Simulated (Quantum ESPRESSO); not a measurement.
# In2Pt3Hf2Ta: input and log of a self-consistent run

Simulated, not a measurement. The program is pw.x of Quantum ESPRESSO 7.5 (plane-wave density functional theory). The cell is made up: eight metal atoms on a face-centred cubic lattice, with elements, volume, strain and displacements drawn at random and not relaxed, so it may be unstable or far from any real phase. PseudoDojo standard norm-conserving files set the functional (PBE unless stated); there is no spin polarisation or spin-orbit coupling, the Fermi-Dirac width of 0.25 eV means electrons at about 2900 K, and the masses in the input are unused placeholders. Heavy elements are run without spin-orbit coupling, which real alloys of them have. A spin test at this wide smearing found no moment, but such smearing suppresses magnetism that the real alloy may have.

Input:

```
&control calculation='scf', pseudo_dir='./dojo.nc.sr.pbe.v0_5.standard.upf', outdir='./o', disk_io='minimal', tprnfor=.true., tstress=.true. /
&system ibrav=0, nat=8, ntyp=4, nbnd=75, ecutwfc=84.00895049, nosym=.true., tot_charge=0,
 occupations='smearing', smearing='fd', degauss=0.0183746611
/
&electrons conv_thr=1.470e-08, electron_maxstep=70, mixing_beta=0.5 /
ATOMIC_SPECIES
Hf 1.0 Hf.upf
In 1.0 In.upf
Pt 1.0 Pt.upf
Ta 1.0 Ta.upf
CELL_PARAMETERS angstrom
2.039 4.1735 2.0836
-0.0346 4.1547 -4.0949
-4.0758 4.178 -0.0113
ATOMIC_POSITIONS angstrom
In -0.1133 0.0004 0.0681
Pt -1.942 2.1435 0.0207
Hf 0.122 2.1599 -2.1046
In -2.0448 4.109 -1.9991
Ta -0.074 4.236 0.0837
Hf -1.9358 6.2676 0.059
Pt -0.1463 6.1534 -2.0619
Pt -2.0124 8.2794 -2.1649
K_POINTS automatic
5 5 5 1 1 1
```

The log is shortened where brackets say so; the opening notice, blank lines, dates and the lines on written files are dropped, and the path of the files is cut. It prints rydbergs, bohrs and kilobars, and counts compression as positive stress. Its total energy is the free energy E - TS of the whole cell.

```
     Program PWSCF v.7.5
     Parallel version (MPI & OpenMP), running on       4 processor cores
     Number of MPI processes:                 4
     Threads/MPI process:                     1
     [start-up lines left out]
     bravais-lattice index     =            0
     lattice parameter (alat)  =       9.6204  a.u.
     unit-cell volume          =     940.8828 (a.u.)^3
     number of atoms/cell      =            8
     number of atomic types    =            4
     number of electrons       =       117.00
     number of Kohn-Sham states=           75
     kinetic-energy cutoff     =      84.0090  Ry
     charge density cutoff     =     336.0358  Ry
     scf convergence threshold =      1.5E-08
     mixing beta               =       0.5000
     number of iterations used =            8  plain     mixing
     Exchange-correlation= PBE
                           (   1   4   3   4   0   0   0)
     [axes and pseudopotential details left out]
   Cartesian axes
     site n.     atom                  positions (alat units)
         1        In     tau(   1) = (  -0.0222555   0.0000786   0.0133769  )
         2        Pt     tau(   2) = (  -0.3814668   0.4210474   0.0040661  )
         3        Hf     tau(   3) = (   0.0239644   0.4242689  -0.4134063  )
         4        In     tau(   4) = (  -0.4016598   0.8071303  -0.3926830  )
         5        Ta     tau(   5) = (  -0.0145358   0.8320769   0.0164412  )
         6        Hf     tau(   6) = (  -0.3802489   1.2311439   0.0115894  )
         7        Pt     tau(   7) = (  -0.0287377   1.2087116  -0.4050188  )
         8        Pt     tau(   8) = (  -0.3952955   1.6263215  -0.4252510  )
     number of k points=    63  Fermi-Dirac smearing, width (Ry)=  0.0184
                       cart. coord. in units 2pi/alat
        k(    1) = (   0.0002453   0.1220877  -0.0004538), wk =   0.0320000
        k(    2) = (  -0.1877758   0.1825351   0.0624651), wk =   0.0320000
     [further k points left out]
     Dense  grid:    97867 G-vectors     FFT dimensions: (  60,  72,  72)
     Estimated max dynamical RAM per process >     423.01 MB
     Estimated total dynamical RAM >       1.58 GB
     Initial potential from superposition of free atoms
     starting charge     116.9871, renormalised to     117.0000
     Starting wfcs are   78 randomized atomic wfcs
     total cpu time spent up to now is        7.9 secs
     per-process dynamical memory:   337.9 Mb
     Self-consistent Calculation
     iteration #  1     ecut=    84.01 Ry     beta= 0.50
     Davidson diagonalization with overlap
     ethr =  1.00E-02,  avg # of iterations =  4.1
     total cpu time spent up to now is       29.2 secs
     total energy              =   -1404.58107761 Ry
     estimated scf accuracy    <       1.62335359 Ry
     iteration #  2     ecut=    84.01 Ry     beta= 0.50
     Davidson diagonalization with overlap
     ethr =  1.39E-03,  avg # of iterations =  3.3
     total cpu time spent up to now is       50.4 secs
     total energy              =   -1404.86936788 Ry
     estimated scf accuracy    <       5.06599531 Ry
     iteration #  3     ecut=    84.01 Ry     beta= 0.50
     Davidson diagonalization with overlap
     ethr =  1.39E-03,  avg # of iterations =  2.0
     total cpu time spent up to now is       69.4 secs
     total energy              =   -1405.39202915 Ry
     estimated scf accuracy    <       0.10777916 Ry
     iteration #  4     ecut=    84.01 Ry     beta= 0.50
     Davidson diagonalization with overlap
     ethr =  9.21E-05,  avg # of iterations =  6.6
     total cpu time spent up to now is       92.4 secs
     total energy              =   -1405.40723990 Ry
     estimated scf accuracy    <       0.06634762 Ry
     iteration #  5     ecut=    84.01 Ry     beta= 0.50
     Davidson diagonalization with overlap
     ethr =  5.67E-05,  avg # of iterations =  2.0
     total cpu time spent up to now is      109.9 secs
     total energy              =   -1405.41531572 Ry
     estimated scf accuracy    <       0.02050454 Ry
     [iterations 6 to 9 left out]
     iteration # 10     ecut=    84.01 Ry     beta= 0.50
     Davidson diagonalization with overlap
     ethr =  5.64E-09,  avg # of iterations =  4.0
     total cpu time spent up to now is      201.3 secs
     total energy              =   -1405.41734758 Ry
     estimated scf accuracy    <       0.00000567 Ry
     iteration # 11     ecut=    84.01 Ry     beta= 0.50
     Davidson diagonalization with overlap
     ethr =  4.84E-09,  avg # of iterations =  1.1
     total cpu time spent up to now is      216.7 secs
     total energy              =   -1405.41734818 Ry
     estimated scf accuracy    <       0.00000049 Ry
     iteration # 12     ecut=    84.01 Ry     beta= 0.50
     Davidson diagonalization with overlap
     ethr =  4.19E-10,  avg # of iterations =  2.1
     total cpu time spent up to now is      234.6 secs
     total energy              =   -1405.41734824 Ry
     estimated scf accuracy    <       0.00000019 Ry
     iteration # 13     ecut=    84.01 Ry     beta= 0.50
     Davidson diagonalization with overlap
     ethr =  1.64E-10,  avg # of iterations =  2.0
     total cpu time spent up to now is      251.8 secs
     total energy              =   -1405.41734828 Ry
     estimated scf accuracy    <       0.00000007 Ry
     iteration # 14     ecut=    84.01 Ry     beta= 0.50
     Davidson diagonalization with overlap
     ethr =  6.22E-11,  avg # of iterations =  1.4
     total cpu time spent up to now is      267.5 secs
     End of self-consistent calculation
     [lines on levels left out]
!    total energy              =   -1405.41734828 Ry
     estimated scf accuracy    <          4.3E-09 Ry
     smearing contrib. (-TS)   =      -0.08561580 Ry
     internal energy E=F+TS    =   -1405.33173248 Ry
     The total energy is F=E-TS. E is the sum of the following terms:
     one-electron contribution =    -312.15090581 Ry
     hartree contribution      =     232.49866020 Ry
     xc contribution           =    -310.14931710 Ry
     ewald contribution        =   -1015.53016977 Ry
     convergence has been achieved in  14 iterations
     Forces acting on atoms (cartesian axes, Ry/au):
     atom    1 type  2   force =     0.02526655    0.03301501   -0.03461598
     atom    2 type  3   force =    -0.02066593   -0.01910206   -0.05701438
     atom    3 type  1   force =    -0.02773029   -0.06513753   -0.00644060
     atom    4 type  2   force =    -0.01095723    0.02887694   -0.01484582
     atom    5 type  4   force =     0.04185227   -0.04222961   -0.00454409
     atom    6 type  1   force =    -0.03909205    0.01981942    0.03401407
     atom    7 type  3   force =     0.05597801    0.00931659    0.03257539
     atom    8 type  3   force =    -0.02465133    0.03544124    0.05087140
     Total force =     0.169008     Total SCF correction =     0.000219
     Computing stress (Cartesian axis) and pressure
          total   stress  (Ry/bohr**3)                   (kbar)     P=      149.88
   0.00114438  -0.00002205  -0.00007250          168.34       -3.24      -10.67
  -0.00002205   0.00091452  -0.00006546           -3.24      134.53       -9.63
  -0.00007250  -0.00006546   0.00099760          -10.67       -9.63      146.75
     init_run     :      7.47s CPU      7.78s WALL (       1 calls)
     electrons    :    254.26s CPU    259.62s WALL (       1 calls)
     forces       :      3.01s CPU      3.02s WALL (       1 calls)
     stress       :     10.35s CPU     10.59s WALL (       1 calls)
     [timing details left out]
     PWSCF        :   4m35.23s CPU   4m41.19s WALL
     JOB DONE.
```

In other units: free energy -19121.677 eV for the cell, pressure 14.99 GPa, largest force component 1.675 eV/Å in size. The run took 283 s of wall time with four MPI processes on a shared machine (Intel Xeon, 2023 or later, virtual cores), so the time is rough. A rerun of this cell at a higher cutoff and on a denser mesh moved values by no more than 0.003 eV in energy, 0.02 GPa in stress and 0.003 eV/Å in force, and a second program with other atomic files agreed on that cell to 2 % rms in force and 0.5 GPa in pressure.